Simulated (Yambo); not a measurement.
G0W0@PBEsol for MoS2 (space group P6_3/mmc, No. 194) in Yambo. Reference settings: 6×6×1 Γ-centred k mesh, bands 3 to 221 and a 8 Ry block in the screening, 221 bands in G with the Bruneval-Gonze terminator, plasmon pole fitted at 27.2 eV. The PBEsol gap Γ → (0.167, 0.167, 0) on this mesh is 0.74 eV; G0W0 gaps are taken between the same points.

The settings were changed. The gap went from 1.12 eV to 1.10 eV, and the shift of the valence edge from -0.12 eV to -0.01 eV.

Problem. Which change was made?
A) no random integration
B) 142 bands in G, no terminator
C) 142 bands in G
D) 7 Ry block

Solution. A, no random integration. The others gave (gap, valence shift): 7 Ry block: 1.12, -0.10 eV; 142 bands in G: 1.12, -0.11 eV; 142 bands in G, no terminator: 1.10, 0.22 eV.

Spin-orbit coupling is not included.

Geometry relaxed with PBE+D3(BJ); primitive cell a = b = 3.150 Å, c = 12.091 Å, α = β = 90.00°, γ = 120.00°.

A shift is the quasiparticle energy of the state minus its PBEsol energy.
